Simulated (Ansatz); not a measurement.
Input and command of a plane-wave DFT calculation in Ansatz:

```yaml
crystal:
  lattice:
    - [5.6808776671, 0.0, 0.0]
    - [-2.8404388336, 4.9197843755, 0.0]
    - [0.0, 0.0, 4.624705247]
  atoms:
    - { symbol: Ti, position: [0.8295832744, 0.6591665488, 0.25] }
    - { symbol: Ti, position: [0.1704167256, 0.8295832744, 0.75] }
    - { symbol: Ti, position: [0.3408334512, 0.1704167256, 0.25] }
    - { symbol: Ti, position: [0.1704167256, 0.3408334512, 0.75] }
    - { symbol: Ti, position: [0.8295832744, 0.1704167256, 0.25] }
    - { symbol: Ti, position: [0.6591665488, 0.8295832744, 0.75] }
    - { symbol: Ga, position: [0.3333333333, 0.6666666667, 0.25] }
    - { symbol: Ga, position: [0.6666666667, 0.3333333333, 0.75] }
basis:
  ecutwfc: 500
kpoints:
  mp_grid: { grid: [12, 12, 8] }
hamiltonian:
  xc: r2scan
scf:
  occupations: { method: gaussian, width: 0.1 }
output:
  forces: true
  stress: true
  eigenvalues: true
relax:
  adjacent_minimum: "off"
  f_tol: 0.01
  max_steps: 80
  cell: { stress_tol: 0.05 }
```

```bash
ansatz run input.yaml --threads 1 --pin off --max-ram 2560MiB --backend cpu --events-out ev --progress --plain --runs-dir out
```

Processor: AMD EPYC 7R43 64-Core Processor (Zen 3), 1 thread, on a host shared with other jobs.

Estimate time, memory and problem size.

About 3.9 min on 1 thread of AMD EPYC 7R43 64-Core Processor (Zen 3) (shared host), peak memory 1.2 GiB. It solves 59 bands at 95 k points (the mesh reduced by the symmetry that the task leaves, which can be less than the crystal's) with about 3311 plane waves (on the last cell), in 26 SCF iterations over 4 ionic steps.
